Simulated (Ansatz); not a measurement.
SnSe in space group P6_3mc (No. 186; Sn on 2b, Se on 2b) at seven volumes, plane-wave PAW HSE06 (Ansatz code), shape and atoms relaxed at each. One row is withheld.

```
V (Å³/atom)  P (GPa)
-----------  -------
31.319          3.67
32.352          2.21
33.384          1.02
34.417          0.00
35.449         -0.83
36.482             ?
37.515         -2.06
```

### Question
Fit the shown pressures and predict the withheld one.

### Answer
Third-order Birch–Murnaghan: P = (3/2)B₀(x^(7/2) − x^(5/2))[1 + (3/4)(B′ − 4)(x − 1)] with x = (V₀/V)^(2/3). Least squares on the six rows gives V₀ = 34.423 Å³/atom, B₀ = 30.20 GPa, B′ = 5.33. At V = 36.482, x = 0.9620 and P = -1.50 GPa. The run itself gave -1.51 GPa.

A made-up cell: these elements were put on the sites of a structure type; neither database checked (COD, Materials Project) lists it. It is not the phase usual at ambient conditions (space group No. 62). The cell was relaxed with HSE06 under the symmetry of its start; its stability against distortions is not shown here. Spin–orbit coupling is left out wherever it is not named.

Potentials: the later of the program's two PAW sets.
